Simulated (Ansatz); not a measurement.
CdS:
Space group F-43m (No. 216); a = 5.8778 Å, b = 5.8778 Å, c = 5.8778 Å, α = 90.00°, β = 90.00°, γ = 90.00°

```csv
atom,site,symmetry,x,y,z
S,4c,-43m,0.2500,0.2500,0.2500
Cd,4a,-43m,0.0000,0.0000,0.0000
```
(The calculation used a cell of 2 atoms; values per cell refer to that cell.)

Relaxed with r²SCAN.

Give the optical modes at the zone centre with their infrared and Raman activity from DFPT, the program Ansatz at the r²SCAN level (PAW).

Transverse frequencies, without the LO–TO term; a row sums one degenerate level.

```
ω (cm⁻¹)  degeneracy  IR ((D/Å)²/amu)  Raman (Å⁴/amu)  activity  symmetry
--------  ----------  ---------------  --------------  --------  --------
228                3            13.34              27  IR+Raman        T2
```

How high does the top mode go among those that the LO–TO term moves?

293 cm⁻¹ for q along x.

The r²SCAN relaxation kept the symmetry of its start; phonons on a q-mesh show no instability.

Potentials: the later of the program's two PAW sets.
